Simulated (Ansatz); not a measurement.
K (bcc (W type), Im-3m) at seven volumes, PBEsol in the plane-wave PAW code Ansatz, scaled uniformly. One row is withheld.

| V (Å³/atom) | P (GPa) |
|---|---|
| 64.443 | 0.42 |
| 66.567 | 0.26 |
| 68.692 | ? |
| 70.816 | 0.00 |
| 72.941 | -0.10 |
| 75.065 | -0.19 |
| 77.190 | -0.27 |

**Question.** Fit the shown pressures and predict the withheld one.

**Answer.** P = (3/2)B₀(x^(7/2) − x^(5/2))[1 + (3/4)(B′ − 4)(x − 1)] with x = (V₀/V)^(2/3). Least squares on the six rows gives V₀ = 70.853 Å³/atom, B₀ = 3.7 GPa, B′ = 3.81. At V = 68.692, x = 1.0209 and P = 0.12 GPa. The run itself gave 0.12 GPa.

Symmetry was held in the PBEsol relaxation.

Potentials: the later of the program's two PAW sets.
